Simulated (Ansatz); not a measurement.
Polymorphs of HfTe$_{2}$, each relaxed with the program Ansatz at the LDA level (PAW):

A: R-3m
a = 3.832 Å, b = 3.832 Å, c = 20.484 Å, α = 90.00°, β = 90.00°, γ = 120.00°

```json
[
 {"atom": "Hf", "site": "3a", "symmetry": "-3m", "x": "0.0000", "y": "0.0000", "z": "0.0000"},
 {"atom": "Te", "site": "6c", "symmetry": "3m", "x": "0.0000", "y": "0.0000", "z": "0.2465"}
]
```

B: CdI2 type (P-3m1)
a = b = 3.8370 Å, c = 6.5050 Å, α = β = 90.00°, γ = 120.00°

```json
[
 {"atom": "Hf", "site": "1a", "symmetry": "-3m.", "x": "0.0000", "y": "0.0000", "z": "0.0000"},
 {"atom": "Te", "site": "2d", "symmetry": "3m.", "x": "0.3333", "y": "0.6667", "z": "0.2725"}
]
```

Task: Rank these by energy per atom at 0 K (lowest first), as LDA gives it.

Result: B (+0 meV/atom), A (+24 meV/atom)

Constructed cells (a structure type filled with these elements, in neither database checked): A. Standing as an ambient phase not checked: B. Weakly bound layers, chains or molecules computed without a dispersion correction, so cells and soft constants are ill determined: A; B. All cells were relaxed under the symmetry of their starts (and spin orders); stability against distortions was not tested throughout. Rows with no word on spin ran without spin polarisation. Scalar-relativistic: spin–orbit coupling is off unless named, which matters more the heavier the elements.

Energies hold the estimated change up to a 700 eV cutoff; steps of a few meV lie near the error of the meshes.

Potentials: the later of the program's two PAW sets.
